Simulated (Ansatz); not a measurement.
Input and command of a plane-wave DFT calculation in Ansatz:

```yaml
crystal:
  lattice:
    - [3.3666376314, 0.0, 0.0]
    - [-1.6833188157, 2.9155937141, 0.0]
    - [0.0, 0.0, 3.6350738545]
  atoms:
    - { symbol: Li, position: [0.0, 0.0, 0.0] }
    - { symbol: Ru, position: [0.3333333333, 0.6666666667, 0.5] }
    - { symbol: Ru, position: [0.6666666667, 0.3333333333, 0.5] }
basis:
  ecutwfc: 420
kpoints:
  mp_grid: { grid: [6, 6, 6] }
hamiltonian:
  xc: pbe
scf:
  occupations: { method: gaussian, width: 0.1 }
  lower_state_search: "off"
output:
  forces: true
  stress: true
  eigenvalues: true
```

```bash
ansatz run input.yaml --threads 1 --pin off --max-ram 2560MiB --backend cpu --events-out ev --progress --plain --runs-dir out
```

Processor: Intel(R) Xeon(R) 6975P-C (Granite Rapids), 1 thread, on a host shared with other jobs.

Task: How long does it run, and how much memory does it take?

Result: About 0.75 s on 1 thread of Intel(R) Xeon(R) 6975P-C (Granite Rapids), on a shared host, peak memory 0.32 GiB. It solves 22 bands at 28 k points (the mesh reduced by the symmetry that the task leaves, which can be less than the crystal's) with about 721 plane waves, in 7 SCF iterations.
